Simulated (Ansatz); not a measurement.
TiO2: the gap under strain

TiO2, I4_1/amd, a = 3.778 Å, c = 9.584 Å. The compound has several low-lying forms, and this is one of them. Ansatz: r2SCAN, PAW, 500 eV, Γ-centred 6×6×4 mesh on 12 atoms, Gaussian smearing 0.02 eV; no spin polarisation. Series: strain along c alone, the other axes held, atoms relaxed; x is the strain in per cent. The gap is sought over the whole zone.

```tsv
x (%)	gap y (eV)
-3.0	?
-2.0	2.472
-1.0	2.501
0.0	2.529
1.0	2.554
2.0	2.576
3.0	2.596
```

Fit y = E0 + c1 x + c2 x² to the other rows, give the deformation potential for this strain, and predict the missing gap.

Least squares on the rows shown. y = 2.5289 + 0.026089 x − 0.0012321 x². The deformation potential is 100 c1 = 2.61 eV per unit strain. At x = -3.0 the fit asked for gives 2.440 eV. The run gave 2.441 eV, so the fit is 0.001 eV too low, a small miss on the scale of the series.

Semilocal functionals give gaps under the measured ones; changes of the gap mostly carry over better.